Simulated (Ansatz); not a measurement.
All numbers below come from DFT PBE, scalar-relativistic, plane waves, PAW (Ansatz). All cells share a 420 eV cutoff and Γ-centred k meshes spaced at most about 0.3 Å⁻¹ (about 0.25 or finer for metals, 2π included). No spin polarisation in the final relaxations.

Temperature and zero-point effects are left out.

Two forms of Rb4O were relaxed alike.

A. Space group I4/mmm (No. 139), tetragonal, a = 11.512 Å, c = 3.812 Å. Rb is surrounded by 2 O at 3.03 Å, 2 Rb at 3.33 Å, 2 Rb at 3.81 Å and 1 Rb at 4.70 Å; O is surrounded by 8 Rb at 3.03 Å and 2 O at 3.81 Å.

B. Space group P6/mmm (No. 191), hexagonal, a = 7.664 Å, c = 5.340 Å. Rb on a site of symmetry mmm has 4 Rb at 3.83 Å, 2 O at 3.83 Å and 4 Rb at 4.67 Å; Rb on a site of symmetry 6/mmm is surrounded by 2 O at 2.67 Å and 12 Rb at 4.67 Å; O has 2 Rb at 2.67 Å and 6 Rb at 3.83 Å.

Problem. Which would you expect to be lower, and how large is the difference?

Solution. A is lower, by 226 meV/atom. A has space group I4/mmm (No. 139), 50.5 Å³/atom and no gap on its mesh; B has space group P6/mmm (No. 191), 54.3 Å³/atom and no gap. Counting Rb atoms around O (those within 1.25 times the shortest such distance or 1.15 times the sum of covalent radii), A has O 8 and B has O 2. The denser one is the lower, and pressure would at first widen the difference. Both come from invented guesses. A third cell relaxed alike, in I-43m, lies 119 meV/atom below the lower of the two.

Cells relaxed within their symmetry can be saddle points.
